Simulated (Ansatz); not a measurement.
## Stability checks on a candidate for Rb4O

The cell was found from a structure generator's guess, not taken from experiment.

Level of theory: Ansatz, DFT PBE, scalar-relativistic, plane waves, PAW. Cutoff 420 eV, Γ-centred 6×6×6 mesh (5-atom cell), Gaussian smearing of 0.10 eV, no spin polarisation.

```cif
data_structure
_symmetry_space_group_name_H-M 'P 1'
_symmetry_Int_Tables_number 1
_cell_length_a 7.6248
_cell_length_b 7.6248
_cell_length_c 7.6248
_cell_angle_alpha 109.471
_cell_angle_beta 109.471
_cell_angle_gamma 109.471
_cell_volume 341.24
loop_
_atom_site_label
_atom_site_type_symbol
_atom_site_fract_x
_atom_site_fract_y
_atom_site_fract_z
_atom_site_occupancy
Rb1 Rb 0.00000 0.66492 0.00000 1
Rb2 Rb 0.33508 0.33508 0.33508 1
Rb3 Rb 0.00000 0.00000 0.66492 1
Rb4 Rb 0.66492 0.00000 0.00000 1
O1 O 0.00000 0.00000 0.00000 1
```

Formation energies are uncorrected and refer to the elements' standard structures at the same level (O₂ as a molecule).

Question: These tests were run: energy against the elements; phonons at Γ; elastic tensor. What do they show?

Answer:

| test | result |
| --- | --- |
| energy against the elements | −0.54 eV/atom |
| phonons at Γ | lowest optical mode 30 cm⁻¹ |
| elastic tensor | least eigenvalue 0 GPa |

It fails none of these tests outright. Whether a mixture of other phases lies lower isn't tested here. Phonons away from Γ weren't computed. Undecided within the accuracy: elastic tensor.

The run for the phonons used a 6×6×6 k mesh and Fermi–Dirac smearing of 0.15 eV. The run for the elastic tensor used a 6×6×6 k mesh and Fermi–Dirac smearing of 0.15 eV.
